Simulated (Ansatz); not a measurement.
# How far is PAW off for Hf?

```xyz
1
Lattice="-1.7689 1.8050 1.8050 1.8050 -1.7689 1.8050 1.8050 1.8050 -1.7689" Properties=species:S:1:pos:R:3 pbc="T T T"
Hf    0.0000    0.0000    0.0000
```

The cell comes from COD entry 1522789, which wasn't checked; take it as a given geometry. The listed cell was then made from it by scaling, straining or moving an atom.

Spin–orbit coupling is left out, though it moves levels of the heavy atoms by tenths of an eV or more.

Methods: DFT, PBEsol, PAW with Ansatz's default frozen-core files, scalar-relativistic (Ansatz 0.2.0); DFT, PBEsol, all-electron LAPW, scalar-relativistic (Ansatz 0.2.0).

For PAW: a Γ-centred 16×16×16 k mesh, Fermi–Dirac smearing of 0.08 eV, cutoff 420 eV, no spin polarisation; the PAW files were made with PBE, and the program remakes their frozen cores for this functional. LAPW targets a basis error of 1 meV/atom. The Ansatz runs share mesh, smearing and spin set-up. Plane-wave (PAW) pressures include the program's estimate of the Pulay term.

Stress and pressure are positive in compression.

The change that made this cell: equal xy, yz and zx engineering shear strains of +2 %.

PAW results:

```csv
quantity,PAW
pressure (GPa),-8.86
stress yz (GPa),-0.91
stress xz (GPa),-0.91
stress xy (GPa),-0.91
```

Question: What does full-potential LAPW give for the same quantities?

Answer: 
```
       quantity   LAPW
 pressure (GPa)  -8.84
stress yz (GPa)  -0.91
stress xz (GPa)  -0.91
stress xy (GPa)  -0.91
```
